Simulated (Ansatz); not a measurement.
Data:

Sb2Se3:
```cif
data_Sb2Se3
_chemical_formula_sum 'Sb2 Se3'
_space_group_name_H-M_alt 'P 1'
_space_group_IT_number 1
_cell_length_a 4.06930
_cell_length_b 4.06930
_cell_length_c 10.54633
_cell_angle_alpha 90.000
_cell_angle_beta 90.000
_cell_angle_gamma 120.000
loop_
_space_group_symop_operation_xyz
  'x, y, z'
loop_
_atom_site_label
_atom_site_type_symbol
_atom_site_fract_x
_atom_site_fract_y
_atom_site_fract_z
_atom_site_occupancy
Sb1 Sb 0.33333 0.66667 0.17975 1
Sb2 Sb 0.66667 0.33333 0.82025 1
Se1 Se 0.00000 0.00000 0.00000 1
Se2 Se 0.33333 0.66667 0.67301 1
Se3 Se 0.66667 0.33333 0.32699 1
```

This is the PBE-relaxed structure.

Q: All from PBE in the plane-wave PAW code Ansatz, unless another level is named. Give the hole effective mass.

A: 0.27, 0.60, 2.1 mₑ (principal values).

Q: Give the formation energy from the elements (no fitted shifts).

A: -259 meV/atom.

Q: Next, the electron effective mass?

A: 0.11, 0.11, 0.55 mₑ (principal values).

Q: Predict the valence-band maximum.

A: on the K–Γ line, 88 % of the way from K.

Q: Give the weight of the valence-edge state by species (Voronoi cells).

A: Se 76 %, Sb 24 %.

Space group P-3m1 (La2O3 or Ni2Al3 type). A made-up cell: these elements were put on the sites of a structure type; neither database checked (COD, Materials Project) lists it. It is not the phase usual at ambient conditions (space group No. 62). The cell was relaxed with PBE under the symmetry of its start; its stability against distortions is not shown here. The references are the lowest solids computed at this level, not always the standard phases. Scalar-relativistic: spin–orbit coupling is off unless named, which matters more the heavier the elements.

Potentials: the later of the program's two PAW sets.

Edges and masses are those of Kohn–Sham bands, whose gap is no quasiparticle gap.
